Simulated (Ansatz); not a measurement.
LaSiI in space group P-3m1 (No. 164; La on 2c, Si on 2d, I on 2d), DFT-r²SCAN in the program Ansatz with PAW potentials, all energies at zero smearing, with the estimated change up to a 700 eV cutoff added, with one set of potentials and settings (totals compare only within such a set). Cell of 6 atoms (2 La, 2 Si, 2 I): -28871.189 eV.

```csv
element,reference phase,E (eV/atom)
La,"P6_3/mmc, 4 atoms in the cell",-6264.6784
Si,"Fd-3m, 2 atoms in the cell",-639.0667
I,"Cmce, 4 atoms in the cell",-7528.0245
```

Formation energy per atom, worked out: (-28871.189 − 2×(-6264.6784) − 2×(-639.0667) − 2×(-7528.0245))/6 = -1.275 eV/atom (-123 kJ per mol of atoms), at 0 K, without zero-point energy or fitted corrections.

The workflow started from a Materials Project entry (that database holds measured and hypothetical structures alike); the Crystallography Open Database copy checked does not list it. Its standing as an ambient phase is unchecked. The cell was relaxed with r²SCAN under the symmetry of its start; its stability against distortions is not shown here. A crystal of weakly bound layers computed without a dispersion correction: the cell and the soft elastic constants depend strongly on that. The references are the lowest solids computed at this level, not always the standard phases. Spin–orbit coupling is left out wherever it is not named.

Potentials: the later of the program's two PAW sets.
